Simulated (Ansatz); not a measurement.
Band structure of Ba2BiSb2

```
Ba Sb Bi
1.0
    -2.40130    3.84390    4.95000
     2.40130   -3.84390    4.95000
     2.40130    3.84390   -4.95000
Ba Sb Bi
2 2 1
Direct
  0.72021 0.22021 0.50000
  0.27979 0.77979 0.50000
  0.70160 0.50000 0.20160
  0.29840 0.50000 0.79840
  0.00000 0.00000 0.00000
```

Atom numbers follow the list: Ba1, Ba2, Sb3, Sb4, Bi5.

The conventional cell has a = 4.803 Å, b = 7.688 Å, c = 9.900 Å, α = 90.00°, β = 90.00°, γ = 90.00°. Ba (atom 1) is surrounded by 6 Sb at 3.59 to 3.60 Å and 2 Bi at 3.67 Å. Sb (atom 3) is surrounded by 1 Sb at 3.10 Å and 2 Bi at 3.32 Å. Around Bi (atom 5) lie 4 Sb at 3.32 Å and 4 Ba at 3.67 Å.

Structure: COD 4311687, as refined from experiment and not relaxed.

No spin–orbit coupling, which matters for the heavy atoms here.

These are results of Ansatz 0.2.0, DFT, PBE, all-electron LAPW, scalar-relativistic, not measurements.

Sampling and basis: a Γ-centred 5×7×7 k mesh, Fermi–Dirac smearing of 0.08 eV, basis error target 1 meV/atom, no spin polarisation; this mesh doesn't keep the crystal's whole symmetry, which leaves small spurious terms.

Points in fractions of the reciprocal vectors of this cell: Γ (0, 0, 0), X (0.5, 0.5, -0.5), F2 (0.309, 0.691, -0.309), Σ0 (-0.309, 0.309, 0.309), Y0 (0.401, -0.401, 0.401), U0 (0.599, 0.401, -0.401). The path joins them by straight lines in the order Γ–X–F2–Σ0–Γ–Y0–U0–X–Γ; legs that retrace an earlier one aren't tabulated. Energies are in eV from the Fermi level.

Q: Metal or insulator at this level of theory?

A: No gap opens: metallic or semimetallic.

Q: Tabulate bands 66 to 72, counted from the lowest band of the run, along the path.

A: 
| k (1/Å) | point | band 66 | band 67 | band 68 | band 69 | band 70 | band 71 | band 72 |
| --- | --- | --- | --- | --- | --- | --- | --- | --- |
| 0.00 | Γ | -1.77 | -1.50 | -0.74 | -0.74 | -0.65 | 0.37 | 1.15 |
| 0.16 |  | -1.94 | -1.48 | -0.81 | -0.68 | -0.61 | 0.72 | 0.89 |
| 0.32 |  | -2.14 | -0.98 | -0.97 | -0.53 | -0.50 | 0.44 | 1.23 |
| 0.48 |  | -2.21 | -1.11 | -0.45 | -0.27 | -0.26 | 0.11 | 1.36 |
| 0.63 | X | -2.11 | -1.17 | -0.42 | -0.15 | -0.01 | 0.28 | 1.09 |
| 0.76 |  | -1.54 | -1.18 | -1.03 | 0.07 | 0.08 | 0.17 | 1.23 |
| 0.88 |  | -1.80 | -1.32 | -1.20 | -0.33 | 0.43 | 0.55 | 1.58 |
| 1.01 |  | -2.45 | -1.43 | -1.22 | -0.77 | 0.72 | 1.28 | 1.90 |
| 1.13 | F2 | -2.28 | -1.60 | -1.23 | -1.13 | 1.06 | 1.64 | 2.05 |
| 1.31 |  | -2.14 | -1.54 | -1.33 | -1.24 | 1.20 | 1.62 | 2.05 |
| 1.49 |  | -2.16 | -1.49 | -1.38 | -1.24 | 1.17 | 1.67 | 2.22 |
| 1.66 |  | -2.14 | -1.54 | -1.33 | -1.24 | 1.20 | 1.62 | 2.05 |
| 1.84 | Σ0 | -2.28 | -1.60 | -1.23 | -1.13 | 1.06 | 1.64 | 2.05 |
| 2.04 |  | -1.76 | -1.63 | -1.45 | -1.19 | 1.10 | 1.51 | 2.29 |
| 2.24 |  | -1.77 | -1.62 | -1.34 | -1.03 | 0.64 | 1.41 | 1.68 |
| 2.45 |  | -1.81 | -1.63 | -1.52 | -0.84 | 0.53 | 0.58 | 0.94 |
| 2.65 | Γ | -1.77 | -1.50 | -0.74 | -0.74 | -0.65 | 0.37 | 1.15 |
| 2.81 |  | -1.97 | -1.52 | -0.90 | -0.59 | -0.23 | 0.62 | 1.32 |
| 2.98 |  | -2.36 | -1.49 | -1.19 | -0.23 | 0.21 | 0.75 | 1.41 |
| 3.14 |  | -2.08 | -1.40 | -1.31 | -0.13 | 0.17 | 0.95 | 1.58 |
| 3.30 | Y0 | -2.07 | -1.25 | -0.86 | -0.43 | 0.32 | 0.82 | 1.13 |
| 3.50 |  | -2.10 | -1.49 | -1.25 | -0.22 | 0.19 | 1.00 | 1.34 |
| 3.71 |  | -2.15 | -2.06 | -1.37 | -0.15 | 0.33 | 0.92 | 1.53 |
| 3.91 |  | -2.10 | -1.49 | -1.25 | -0.22 | 0.19 | 1.00 | 1.34 |
| 4.11 | U0 | -2.07 | -1.25 | -0.86 | -0.43 | 0.32 | 0.82 | 1.13 |
| 4.15 |  | -2.08 | -1.22 | -0.69 | -0.44 | 0.31 | 0.60 | 1.15 |
| 4.19 |  | -2.10 | -1.20 | -0.50 | -0.43 | 0.30 | 0.37 | 1.15 |
| 4.23 |  | -2.11 | -1.18 | -0.42 | -0.30 | 0.15 | 0.28 | 1.11 |
| 4.27 | X | -2.11 | -1.17 | -0.42 | -0.15 | -0.01 | 0.28 | 1.09 |
